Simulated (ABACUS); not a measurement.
Parameter sweep on the (111) slab of TiAl (cut from a parent of space group no. 123; 6 atoms in the cell)

```
CELL_PARAMETERS angstrom
      3.97500     0.00000     0.00000
      1.98750     4.52614     0.00000
      0.00000     0.00000    14.46410
ATOMIC_POSITIONS crystal
  Ti 0.45887 0.33227 0.34568
  Ti 0.05528 0.13944 0.46913
  Ti 0.65169 0.94662 0.59259
  Al 0.75707 0.73586 0.40741
  Al 0.35348 0.54303 0.53087
  Al 0.94990 0.35021 0.65432
```

Base run A: PBE, numerical atomic orbitals TZDP (confined pseudo-atomic orbitals with Gaussian additions; energy shift 0.01 Ry), PseudoDojo 0.5 standard norm-conserving PBE (tails mended) pseudopotentials in ABACUS, self-consistent single point.

Its settings: basis = TZDP numerical atomic orbitals, energy shift 0.01 Ry; KPT = Gamma 4 4 1 0 0 0; basis_type = lcao; ecutwfc = 100 Ry; smearing_method = mp; smearing_sigma = 0.00734986 Ry; potentials = PseudoDojo 0.5 standard norm-conserving PBE (tails mended); symmetry = 1; symmetry_prec = 1e-05; ks_solver = genelpa; scf_nmax = 100; scf_thr = 1.0e-07; mixing_type = pulay.

The atom-centred basis is finite, which shifts total energies and forces against plane waves. No dipole correction was used; where the two faces of such a cut differ, images can couple through a dipole. No clean gap shows at this smearing width and mesh (spacing up to 0.43 Å⁻¹); the mesh is coarse for partly filled bands, so the values carry mesh errors.

ΔF is the free energy per atom less that of run A. 

| run | change | ΔF (meV/atom) | largest force (eV/Å) |
|---|---|---|---|
| A | base | 0.00 | 0.488 |
| B | atom 4 moved by -0.15 angstrom along y | 10.3 | 1.012 |
| C | atom 4 moved by -0.08 angstrom along y | 1.99 | 0.514 |
| D | atom 4 moved by -0.04 angstrom along y | 0.00 | 0.477 |
| E | atom 4 moved by +0.04 angstrom along y | 1.97 | 0.527 |
| F | atom 4 moved by +0.08 angstrom along y | 5.9 | 0.796 |
| G | atom 4 moved by +0.15 angstrom along y | 17.5 | 1.295 |

Run G against A: The free energy goes up by 17.5 meV/atom and the largest force goes from 0.488 to 1.295 eV/Å.

Run B against A: The free energy goes up by 10.3 meV/atom and the largest force goes from 0.488 to 1.012 eV/Å.

Run D against A: The free energy stays essentially unchanged (within 1 meV/atom) and the largest force goes from 0.488 to 0.477 eV/Å.

Small differences between rows can be mesh errors.

The atomic orbitals were generated for these runs; they are not ABACUS's published sets and were checked against plane waves on a few crystals only.

“Tails mended”: in these copies of the files the far tail of each local potential was reset to the Coulomb form.
